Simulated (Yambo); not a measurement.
Yambo run on BeS (zinc blende, space group F-43m, No. 216). The wavefunctions are LDA (pw.x of Quantum ESPRESSO, ONCV potentials, scalar-relativistic) ones on a 6×6×6 mesh (5 occupied bands); a = b = c = 3.391 Å, α = β = γ = 60.00°.

Yambo input:

```
rim_cut
HF_and_locXC
RandQpts= 100000
RandGvec= 1 Ry
EXXRLvcs= 88 Ry
VXCRLvcs= 352 Ry
% QPkrange
 1 | 1 | 5 | 6 |
 13 | 13 | 6 | 6 |
%
```

k points by index: 1 = Γ, 13 = X.

The o-*.hf file then holds:

```
#    K-point    Band    Eo [eV]    Ehf [eV]    Vxc [eV]    Vnlxc [eV]
#
    1    5    0.000000    -2.909164    -13.69400    -16.60317
    1    6    5.511716    10.90413    -11.42409    -6.031674
    13    6    2.831053    7.269603    -9.795140    -5.356590
```
Exchange alone, without screening.

Geometry relaxed with LDA.
